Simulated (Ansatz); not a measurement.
Take a crystal in which Sr has been replaced by Ca on all its sites, with the cell rescaled by a rough guess (in some cases also distorted within its space group) and nothing relaxed:

```yaml
crystal:
  lattice:
    - [-3.65753, 3.65753, 1.99425]
    - [3.65753, -3.65753, 1.99425]
    - [3.65753, 3.65753, -1.99425]
  atoms:
    - { symbol: Ca, position: [0.75000, 0.25000, 0.50000] }
    - { symbol: Ca, position: [0.00000, 0.00000, 0.00000] }
```

Theory: DFT r2SCAN, scalar-relativistic, plane waves, PAW (Ansatz).

Settings: cutoff 500 eV, Γ-centred mesh 12×12×12 on the computed 2-atom cell, Gaussian smearing of 0.10 eV; no spin polarisation.

Q: Will this cell want to expand or contract, and how hard?

A: The pressure is -2.1 GPa (positive in compression), so the cell would contract.

Q: Is it a metal on this mesh?

A: Yes, a band crosses the Fermi level.

This form isn't the element's structure at ambient conditions.